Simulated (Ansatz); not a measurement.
PtSe₂:
```
PtSe2
1.0
    5.47889     0.00000     0.00000
    0.00000     5.98115     0.00000
    0.00000     0.00000     3.91522
Pt Se
2 4
Direct
  0.00000   0.00000   0.00000
  0.50000   0.50000   0.50000
  0.23351   0.37657   0.00000
  0.73351   0.12343   0.50000
  0.26649   0.87657   0.50000
  0.76649   0.62343   0.00000
```

Relaxed with PBE. Special points in fractions of this cell's reciprocal vectors: Γ (0.000, 0.000, 0.000); X (0.500, 0.000, 0.000); S (0.500, 0.500, 0.000); Y (0.000, 0.500, 0.000); Z (0.000, 0.000, 0.500); U (0.500, 0.000, 0.500); R (0.500, 0.500, 0.500); T (0.000, 0.500, 0.500).

Task: List the band energies nearest the Fermi level at these points for the program Ansatz at the PBE level (PAW).

Result: In eV from the Fermi level; about four levels below and three above (degenerate sets whole), none deeper than 8.9 eV; points with the same levels are listed once.

| k | below | above |
|---|---|---|
| Γ | -2.41 -1.52 -0.65 -0.12 | 0.49 2.03 2.06 |
| X | -2.29 -2.29 -1.75 -1.75 | 0.04 0.04 1.18 1.18 |
| S | -2.02 -2.02 -1.23 -1.23 | 1.10 1.10 1.37 1.37 |
| Y | -2.03 -2.03 -2.03 -2.03 -0.90 -0.90 | 1.24 1.24 1.78 1.78 |
| Z | -2.52 -2.52 -0.64 -0.64 | 0.06 0.06 1.06 1.06 |
| U | -0.56 -0.56 -0.48 -0.48 | 2.18 2.18 5.91 5.91 |
| R | -1.61 -1.61 -0.62 -0.62 | 0.74 0.74 0.82 0.82 |
| T | -2.20 -2.20 -1.93 -1.93 | 0.95 0.95 1.83 1.83 |

Space group Pnnm. A made-up cell: these elements were put on the sites of a structure type; neither database checked (COD, Materials Project) lists it. COD files the formula under space group No. 164, so this cell is another polymorph or a model. Its standing as an ambient phase is unchecked. Symmetry was held in the PBE relaxation; whether a distortion lowers the energy is not shown. No spin polarisation was allowed. Spin–orbit coupling is left out wherever it is not named.

Potentials: the later of the program's two PAW sets.
